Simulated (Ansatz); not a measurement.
**Is this InGa3As4 structure a true minimum?**

The structure comes from a generated guess, relaxed at this level; another structure or a mixture of phases may lie lower.

Method: DFT PBE, scalar-relativistic, plane waves, PAW (Ansatz). Settings: cutoff 420 eV, Γ-centred mesh 10×10×4 on the computed 8-atom cell, Gaussian smearing of 0.10 eV; no spin polarisation.

The cell below (8 atoms, space group P-4m2 (No. 115)) is relaxed within its symmetry.

```xyz
8
Lattice="4.1341 0.0000 0.0000 0.0000 4.1341 0.0000 0.0000 0.0000 11.7605" Properties=species:S:1:pos:R:3 pbc="T T T"
In    0.0000    0.0000    0.0000
Ga    2.0670    2.0670    3.0466
Ga    0.0000    0.0000    5.8803
Ga    2.0670    2.0670    8.7139
As    2.0670    0.0000    4.4642
As    0.0000    2.0670    7.2964
As    2.0670    0.0000   10.1175
As    0.0000    2.0670    1.6431
```

For the test it was strained at random (σ = 1.5 % a component), the atoms were moved at random (σ = 0.05 Å), and all was relaxed again on a coarse 6×6×2 mesh (in the run’s order of axes) with 0.20 eV smearing, with no symmetry imposed.

Question: What happens?

Answer: It returns, within 1 meV/atom of the unmoved cell on that mesh and with the same symmetry when read at 0.1 Å (P1 at 0.01 Å, so small strains and shifts remain). No instability shows in this cell; modes of other wave vectors, which need another repeat, aren't tested.
